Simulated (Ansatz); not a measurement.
One stationary structure of BeTe. Space group F-43m (No. 216), zinc blende type. These are r2SCAN (plane waves to 500 eV, PAW, scalar-relativistic; Ansatz, an electronic-structure program) values and carry that method's errors.

Space group F-43m (No. 216); a = 5.657 Å, b = 5.657 Å, c = 5.657 Å, α = 90.00°, β = 90.00°, γ = 90.00°

| atom | site | symmetry | x | y | z |
|---|---|---|---|---|---|
| Be | 4a | -43m | 0.0000 | 0.0000 | 0.0000 |
| Te | 4c | -43m | 0.2500 | 0.2500 | 0.2500 |
(The calculation used a cell of 2 atoms; values per cell refer to that cell.)

```yaml
volume_per_atom: 22.63 Å³
density: 5.01 g/cm³
band_gap: 2.38 eV, indirect (valence top at Γ, conduction bottom at X) (no spin-orbit coupling)
smallest_direct_gap: 4.04 eV at Γ
shortest_distances: Be–Te 2.45 Å
k-mesh: 10×10×10
```

No spin polarisation in the result. Without spin-orbit coupling the bands of the heavy element are not split, so the gap can be far off.

Measured for BeTe: gap 2.8 eV (as listed in Das, Protik, Mohammadi, Mohammad, Bazhirov, Timur, arXiv (2018)). Computed minus measured — gap: r2SCAN -0.42 eV. The computed values are for a static lattice, and a measured gap can be an optical one, lowered by exciton binding.

The run could not lose the symmetry of its start.
